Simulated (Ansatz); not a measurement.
Level: PBEsol, with U_eff = 1.96 eV on Ti d (all-electron-ortho-atomic projectors), no spin polarisation; 420 eV; 7×7×7 Γ-centred mesh; fermi-dirac occupations (width 0.1 eV); Ansatz 0.2.0, fixed geometry.

Computed maps in the lattice plane spanned by a (left to right, 5.36 Å, 16 points from zero) and b (bottom to top, 5.36 Å, 16 points from zero), 90° apart, at height 0.766 along c. The fields are smooth PAW ones with compensation charges, not the true ones near nuclei.

Valence density. Digits on a logarithmic scale: 0 up to 0.03 e/Å³, each further digit a factor of 1.6, 9 from 1.3 e/Å³ up:
```
8546999963247999
9546999973248999
8535999963147999
5324688642125787
3112344320012444
1000122100001122
2101233310002333
5323577631024676
7435899963136999
9546999973248999
9546999973248999
7545899852136999
5334566531024566
3323444320012344
4333555431013555
6435799752135898
```

**Question.** The cell is Na₃TiF₈. Which atoms lie within 0.2 Å of this plane, and where (fractions of a and b)?

**Answer.** F at (0.35, 0.35), F at (0.35, 0.88), F at (0.88, 0.88), F at (0.88, 0.35). The whole cell:
```
Ti Na F
1.0
     0.00000    5.35630    0.00000
     5.35630    0.00000    0.00000
     2.67815    2.67815   -5.33917
Ti Na F
1 3 8
Direct
  0.00000 0.00000 0.00000
  0.25000 0.75000 0.50000
  0.75000 0.25000 0.50000
  0.50000 0.50000 0.00000
  0.35021 0.35021 0.76618
  0.35021 0.88361 0.76618
  0.88361 0.88361 0.76618
  0.88361 0.35021 0.76618
  0.64979 0.11639 0.23382
  0.64979 0.64979 0.23382
  0.11639 0.64979 0.23382
  0.11639 0.11639 0.23382
```

Origin: a known structure type with other elements, at an estimated volume, so it need not be a known compound. Caveats: many states at the Fermi level without spin polarisation, so a magnetic state may lie lower; a Hubbard term without moments, so a magnetic state may lie lower; atoms or cell far from equilibrium.
